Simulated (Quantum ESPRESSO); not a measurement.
Field gradients of NaLi₇O₄ from the PAW reconstruction of the field gradient on a scalar-relativistic PBE ground state (a modified build of Quantum ESPRESSO, JTH datasets), 30 Ha, k-mesh 5×5×5 through Γ:

```
CELL_PARAMETERS angstrom
      4.78218     0.00000     0.00000
      0.00000     4.78218     0.00000
      0.00000     0.00000     4.78218
ATOMIC_POSITIONS crystal
  Na 0.25000 0.25000 0.75000
  Li 0.25000 0.75000 0.75000
  O  0.98797 0.98797 0.01203
  Li 0.25000 0.75000 0.25000
  Li 0.25000 0.25000 0.25000
  O  0.98797 0.51203 0.48797
  Li 0.75000 0.25000 0.25000
  Li 0.75000 0.75000 0.25000
  O  0.51203 0.98797 0.48797
  Li 0.75000 0.75000 0.75000
  Li 0.75000 0.25000 0.75000
  O  0.51203 0.51203 0.01203
```
The cell was made here from a computed Materials Project entry: one of 8 Li replaced by Na, cell and atoms relaxed (PBE without dispersion, pw.x of Quantum ESPRESSO, symmetry kept). The parent is Li2O in Fm-3m. The swapped cell is a model, not a known phase. Stability against distortions was not tested.

Vzz is the sum of three terms, each taken along its main axis: the smooth valence density, the ions (nucleus and frozen core) with the augmentation charges of all other spheres, and the all-electron minus smooth density in the atom's own sphere. The split hangs on the datasets.  Cores are frozen. Against all-electron runs on small test molecules, this scheme's |Vzz| missed by −2 to +6 % on O.

```csv
site,smooth valence density,ions and other spheres,own sphere,Vzz (a.u.)
"O (atoms 3, 6, 9, 12)",-0.129,0.086,(withheld),(withheld)
```

Q: What belongs in the gaps?

A: 
- O (atoms 3, 6, 9, 12), own sphere: -0.160
- O (atoms 3, 6, 9, 12), Vzz (a.u.): -0.203
